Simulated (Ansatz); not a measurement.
FeS₂:
```
CELL_PARAMETERS angstrom
      4.43877     0.00000     0.00000
      0.00000     5.40953     0.00000
      0.00000     0.00000     3.38957
ATOMIC_POSITIONS crystal
  Fe 0.00000 0.00000 0.00000
  Fe 0.50000 0.50000 0.50000
  S  0.20626 0.37517 0.00000
  S  0.70626 0.12483 0.50000
  S  0.29374 0.87517 0.50000
  S  0.79374 0.62483 0.00000
```

Relaxed with PBE. Special points in fractions of this cell's reciprocal vectors: Γ (0.000, 0.000, 0.000); X (0.500, 0.000, 0.000); S (0.500, 0.500, 0.000); Y (0.000, 0.500, 0.000); Z (0.000, 0.000, 0.500); U (0.500, 0.000, 0.500); R (0.500, 0.500, 0.500); T (0.000, 0.500, 0.500).

### Question
List the band energies nearest the valence-band maximum at these points for the program Ansatz at the PBE level (PAW).

### Answer
In eV from the valence-band maximum; about four levels below and three above (degenerate sets whole), none deeper than 8.9 eV; points with the same levels are listed once.

| k | below | above |
|---|---|---|
| Γ | -0.95 -0.78 -0.76 -0.45 | 1.07 1.41 2.62 |
| X | -0.68 -0.68 -0.14 -0.14 | 1.81 1.81 1.87 1.87 |
| S | -1.13 -1.13 -0.92 -0.92 | 1.39 1.39 2.05 2.05 |
| Y | -0.83 -0.83 -0.34 -0.34 | 1.08 1.08 2.44 2.44 |
| Z | -0.89 -0.89 -0.44 -0.44 | 1.49 1.49 1.71 1.71 |
| U | -0.76 -0.76 -0.37 -0.37 | 1.50 1.50 1.79 1.79 |
| R | -0.60 -0.60 -0.39 -0.39 | 1.53 1.53 2.08 2.08 |
| T | -1.44 -1.44 -0.41 -0.41 | 0.86 0.86 2.28 2.28 |

Space group Pnnm. The cell was relaxed with PBE under the symmetry of its start. The workflow began spin-polarised and lost its moments.

Potentials: the later of the program's two PAW sets.
